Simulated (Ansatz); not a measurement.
With DFT-r²SCAN in the program Ansatz with PAW potentials, ZnGaNO in the orthorhombic phase (Pna2_1; Zn on 4a, Ga on 4a, O on 4a, N on 4a) relaxes to a = 5.601 Å, b = 6.432 Å, c = 5.187 Å. Zn has 4 nearest neighbours from 1.97 Å (tetrahedral); Ga has 4 nearest neighbours from 1.88 Å (tetrahedral); O has 4 nearest neighbours from 1.93 Å (tetrahedral); N has 4 nearest neighbours from 1.88 Å (tetrahedral). Its formation energy from the elements is -1.09 eV/atom, with no fitted shifts.

The Kohn–Sham gap is 1.69 eV (smallest direct gap 1.70 eV). The electron mass is 0.17, 0.18, 0.19 mₑ (principal values). The hole mass is 0.91, 1.6, 6.3 mₑ (principal values).

An equation-of-state fit gives a bulk modulus of 163 GPa. Bader charges are Zn +1.18, Ga +1.76, O -1.33, N -1.61 e.

The start of the workflow was typed in or built on a structure type; neither database checked (COD, Materials Project) lists it. Its standing as an ambient phase is unchecked. The r²SCAN relaxation kept the symmetry of its start; whether a distortion lowers the energy is not shown. The references are the lowest solids computed at this level, not always the standard phases (solids in place of the gases). Scalar-relativistic: spin–orbit coupling is off unless named, which matters more the heavier the elements.

Potentials: the earlier of the program's two PAW sets. The files were generated under PBE; for other functionals the program regenerates the frozen cores, and for LDA and PBEsol the local potential too.
